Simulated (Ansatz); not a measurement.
GaN:
```xyz
2
Lattice="0.0000 2.2277 2.2277 2.2277 0.0000 2.2277 2.2277 2.2277 0.0000" Properties=species:S:1:pos:R:3 pbc="T T T"
N      3.3415     3.3415     3.3415
Ga     0.0000     0.0000     0.0000
```

Relaxed with LDA. Special points in fractions of this cell's reciprocal vectors: Γ (0.000, 0.000, 0.000); X (0.500, 0.000, 0.500); U (0.625, 0.250, 0.625); K (0.375, 0.375, 0.750); L (0.500, 0.500, 0.500); W (0.500, 0.250, 0.750).

Problem. List the band energies nearest the valence-band maximum at these points for DFT-LDA in the program Ansatz with PAW potentials.

Solution. In eV from the valence-band maximum; about four levels below and three above (degenerate sets whole), none deeper than 8.9 eV; … stands for higher levels left out; points with the same levels are listed once.

```json
[
 {"k": "Γ", "below": "0.00 0.00 0.00", "above": "1.96 …"},
 {"k": "X", "below": "-6.36 -2.86 -2.86", "above": "3.27 6.68 …"},
 {"k": "U", "below": "-6.09 -4.49 -2.30", "above": "4.94 7.98 …"},
 {"k": "L", "below": "-7.35 -1.03 -1.03", "above": "4.77 8.76 …"},
 {"k": "W", "below": "-5.92 -3.90 -3.86", "above": "6.19 8.57 …"}
]
```

Space group F-43m (zinc blende). The cell was relaxed with LDA under the symmetry of its start; phonons on a q-mesh show no instability. Scalar-relativistic: spin–orbit coupling is off unless named, which matters more the heavier the elements.

Potentials: the later of the program's two PAW sets.
